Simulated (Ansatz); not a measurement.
This VMo₂Se₆ structure is the end of a relaxation. The cell was found from a structure generator's guess, not taken from experiment.

Computed with Ansatz, DFT PBE, scalar-relativistic, plane waves, PAW. Cutoff 420 eV, Γ-centred mesh, Gaussian smearing, collinear spin.

```cif
data_structure
_symmetry_space_group_name_H-M 'P 1'
_symmetry_Int_Tables_number 1
_cell_length_a 3.3266
_cell_length_b 3.3266
_cell_length_c 29.0027
_cell_angle_alpha 90.000
_cell_angle_beta 90.000
_cell_angle_gamma 120.000
_cell_volume 277.95
loop_
_atom_site_label
_atom_site_type_symbol
_atom_site_fract_x
_atom_site_fract_y
_atom_site_fract_z
_atom_site_occupancy
V1 V 0.66667 0.33333 0.00000 1
Mo1 Mo 0.33333 0.66667 0.74610 1
Mo2 Mo 0.33333 0.66667 0.25390 1
Se1 Se 0.33333 0.66667 0.05524 1
Se2 Se 0.66667 0.33333 0.80356 1
Se3 Se 0.66667 0.33333 0.31136 1
Se4 Se 0.33333 0.66667 0.94476 1
Se5 Se 0.66667 0.33333 0.68864 1
Se6 Se 0.66667 0.33333 0.19644 1
```

Formation energies are uncorrected and refer to the elements' standard structures at the same level.

Task: What space group does it have?

Result: P-6m2 (No. 187). Conventional cell: a = 3.327 Å, c = 29.003 Å. V is surrounded by 6 Se at 2.50 Å; Mo has 6 Se at 2.54 Å; around Se on its first site lie 3 V at 2.50 Å; Se on its second site has 3 Mo at 2.54 Å; 1 more site not described.

Task: How far does it lie from the elements in energy?

Result: −0.693 eV/atom. It lies below the elements, which doesn't yet make it stable against other compounds or structures.

Task: Is it a metal?

Result: No, the gap on the 12×12×2 mesh is 0.13 eV.

Task: Which magnetic moments does it keep?

Result: 0.11 μB per atom net, the space between the atoms included; by site: V 0.9 μB.

The last run used collinear spin, a 12×12×2 mesh (in the run's order of axes) for its 9-atom cell and Gaussian smearing of 0.10 eV. No dispersion correction is applied, so the spacing and binding between layers, chains or molecules are poorly described. Kohn–Sham gaps at this level usually fall short of measured ones. No Hubbard U is applied to the 3d shell of V. The reference form of Se is held partly by dispersion forces, which this level lacks. The magnetic state reached may not be the lowest. Small gaps are read on the mesh alone, and bands can cross between its points. A structure relaxed within its symmetry needn't be a true minimum.
